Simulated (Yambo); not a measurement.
BSE-type run in Yambo on N (space group Pa-3, No. 205), at zero momentum.

Quantum ESPRESSO step (PBEsol, PseudoDojo standard norm-conserving files, scalar-relativistic):
```
&CONTROL
  calculation = 'nscf'
  pseudo_dir = './pseudo'
  outdir = './out'
/
&SYSTEM
  ibrav = 0
  nat = 8
  ntyp = 1
  ecutwfc = 84.0
  ecutrho = 336.0
  occupations = 'fixed'
  force_symmorphic = .true.
  nbnd = 87
/
&ELECTRONS
  conv_thr = 8e-09
  diago_full_acc = .true.
  diago_thr_init = 1e-08
/
ATOMIC_SPECIES
N 14.0070 N.upf
CELL_PARAMETERS angstrom
  5.560520000000   0.000000000000   0.000000000000
  0.000000000000   5.560520000000   0.000000000000
  0.000000000000   0.000000000000   5.560520000000
ATOMIC_POSITIONS crystal
N   0.057400000000   0.057400000000   0.057400000000
N   0.942600000000   0.942600000000   0.942600000000
N   0.442600000000   0.942600000000   0.557400000000
N   0.557400000000   0.057400000000   0.442600000000
N   0.557400000000   0.442600000000   0.942600000000
N   0.442600000000   0.557400000000   0.057400000000
N   0.942600000000   0.557400000000   0.442600000000
N   0.057400000000   0.442600000000   0.557400000000
K_POINTS automatic
4 4 4 0 0 0
```

Yambo input:
```
rim_cut
optics
bse
bss
dipoles
em1s
RandQpts= 1000000
RandGvec= 1 Ry
FFTGvecs= 40 Ry
Chimod= "HARTREE"
BSKmod= "SEX"
BSEmod= "resonant"
BSSmod= "hs"
BSENGexx= 15 Ry
BSENGBlk= 3 Ry
% KfnQP_E
 6.304 | 1.0 | 1.0 |
%
% BSEQptR
 1 | 1 |
%
% BSEBands
 5 | 28 |
%
% BEnRange
 0.0 | 18.7 | eV
%
% BDmRange
 0.15 | 0.15 | eV
%
BEnSteps= 374
% BLongDir
 1.0 | 0.0 | 0.0 |
%
BSHayTrs= -0.02
BSSNEig= 24
WRbsWF
% BndsRnXs
 1 | 81 |
%
NGsBlkXs= 3 Ry
% LongDrXs
 1.0 | 1.0 | 1.0 |
%
```

From the report:

The dimension is k points × valence × conduction bands = 64 × 16 × 8 = 8192.
```
   [SLEPC] Approach                          : Krylov-Schur
   [SLEPC] Number of requested eigenvalues   :  24
   [SLEPC] Number of eigenvalues        [NEV]:  24
    [K] Dimension                                    :   8192
    [K] Bands                                        :   5  28
    [K] Exchange res                                 : yes
    [K] Correlation res                              : yes
    [K] W interaction is bare                        : no
    [K] RL vectors exchange                          :  1189
    [K] RL vectors correlation                       :  123
    [W] Matrix size                                  :  123
    [W] Bands                                        :    1   81
    [W] Coulomb Cutoff                               : none
    [W] Hxc Kernel                                   : HARTREE
```

Geometry of the Materials Project entry, not relaxed at this level.
